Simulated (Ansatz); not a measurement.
## Relaxing a structure of ZrC

The start is a generated cell, ZrC placed in the NbAs structure type. The cell and all atomic positions are relaxed at zero pressure with PBEsol (plane waves to 420 eV, PAW, scalar-relativistic; Ansatz, an electronic-structure program). First-step values are on the input's coarse k-mesh.

Ansatz input (later rounds restart from its end on a renewed k-mesh):
Ansatz 0.2 input:
```yaml
crystal:
  lattice:
    - [-1.504833, 1.504833, 5.094623]
    - [1.504833, -1.504833, 5.094623]
    - [1.504833, 1.504833, -5.094623]
  atoms:
    - { symbol: Zr, position: [0.5, 0.5, 0] }
    - { symbol: Zr, position: [0.25, 0.75, 0.5] }
    - { symbol: C, position: [0.916, 0.916, 0] }
    - { symbol: C, position: [0.666, 0.166, 0.5] }
basis: { ecutwfc: 420, ecutrho_ratio: 4, xc_grid: 2, fft_grid_basis: typed }
kpoints: { mp_grid: { grid: [11, 11, 11] } }
hamiltonian:
  xc: pbesol
  dispersion: none
  pseudopotentials: { kind: paw }
scf: { occupations: { method: fermi_dirac, width: 0.05 } }
relax: { f_tol: 0.01, max_steps: 100, cell: { stress_tol: 0.02 } }
output: { forces: true, stress: true }
```

Task: What pressure does the first self-consistent step give?

Result: +32 GPa (positive: the cell is compressed).

Task: Which atoms feel the largest initial force, and how large is it?

Result: About 0.2 eV/Å, on Zr1, Zr2, C3, C4 (atoms numbered as listed).

Task: By how much does the energy per atom fall from start to end?

Result: 0.22 eV/atom.

Task: How does the volume per atom move from start to end?

Result: +13.8 %, from 11.54 to 13.13 Å³/atom.

Task: How do the shortest distances between atoms change?

Result: The closest pairs of elements (up to four, under 3.6 Å), start → end: C–Zr 2.26 → 2.35 Å; Zr–Zr 2.96 → 3.03 Å; C–C 2.96 → 3.03 Å.

Task: What band gap does the relaxed structure have at this level?

Result: No gap (metallic).

Task: Give the final cell and atomic positions.

Result: 
Space group I4₁md (No. 109); a = b = 3.0316 Å, c = 11.4252 Å, α = β = γ = 90.00°

| atom | site | symmetry | x | y | z |
|---|---|---|---|---|---|
| Zr | 4a | 2mm. | 0.0000 | 0.0000 | 0.7542 |
| C | 4a | 2mm. | 0.0000 | 0.0000 | 0.1618 |
(The calculation used a cell of 4 atoms; values per cell refer to that cell.)

The space group stays I4₁md (No. 109) (the run could not lower it), with 4 atoms in the primitive cell. Final values are on a 21×21×21 k-mesh of the relaxed cell. No spin polarisation in the result.

The run could not lose the symmetry of its start, so the end can be a saddle point.

The relaxed structure here is a generated cell of ZrC: the first start was made by placing the elements on the sites of a structure type, and the end was not matched to a known phase here, so it may be hypothetical. Known forms of ZrC include space group No. 225.
